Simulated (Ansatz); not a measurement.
The relaxed structure here is a generated cell of Sn: the first start was made by a random draw of sites in a space group, and the end was not matched to a known phase here, so it may be hypothetical. Known forms of Sn include space group No. 141, 227.

A relaxed cell of Sn (Im-3m (No. 229)), relaxed on a k-mesh at least as fine as the one used below. Method: PBEsol (plane waves to 420 eV, PAW, scalar-relativistic; Ansatz, a first-principles code). Γ-centred k-mesh 8×8×4 on the run's cell (coarser than for final values), Fermi–Dirac smearing 0.05 eV.

```yaml
crystal:
  lattice:
    - [-2.93607, 2.93607, 2.93607]
    - [2.93607, -2.93607, 2.93607]
    - [5.87213, 5.87213, -5.87213]
  atoms:
    - { symbol: Sn, position: [0.00000, 0.50000, 0.25000] }
    - { symbol: Sn, position: [0.00000, 0.50000, 0.75000] }
    - { symbol: Sn, position: [0.50000, 0.00000, 0.25000] }
    - { symbol: Sn, position: [0.50000, 0.00000, 0.75000] }
    - { symbol: Sn, position: [0.50000, 0.50000, 0.00000] }
    - { symbol: Sn, position: [0.50000, 0.50000, 0.50000] }
```

Every atom was then displaced, and the forces became (eV/Å):

| atom | Fx | Fy | Fz |
|---|---|---|---|
| Sn1 | -0.07 | -0.71 | -1.71 |
| Sn2 | -0.03 | 0.56 | -0.61 |
| Sn3 | 0.49 | -0.15 | 1.83 |
| Sn4 | 0.04 | 0.00 | 0.69 |
| Sn5 | -0.31 | 0.07 | -0.05 |
| Sn6 | -0.11 | 0.22 | -0.16 |

Problem. Which atom was moved farthest relative to the others, and in which direction?

Solution. Sn1, by (-0.04, 0.14, 0.18) Å (0.23 Å, mean shift removed); the next is Sn2 with 0.12 Å. Its force makes an angle of 160° with its move.

All displacements (Å):

```
atom      ux      uy      uz
----  ------  ------  ------
Sn1   -0.064   0.164   0.121
Sn2   -0.033  -0.082   0.009
Sn3   -0.070  -0.020  -0.160
Sn4    0.006   0.019  -0.107
Sn5    0.021   0.034  -0.117
Sn6    0.002   0.012  -0.102
```

The undisplaced cell is probably no minimum: from this displacement the run went on to C2/m (No. 12) at a tolerance of 0.01 Å, Immm (No. 71) at 0.1 Å, 0.39 eV/atom below it.

No spin polarisation in the result.
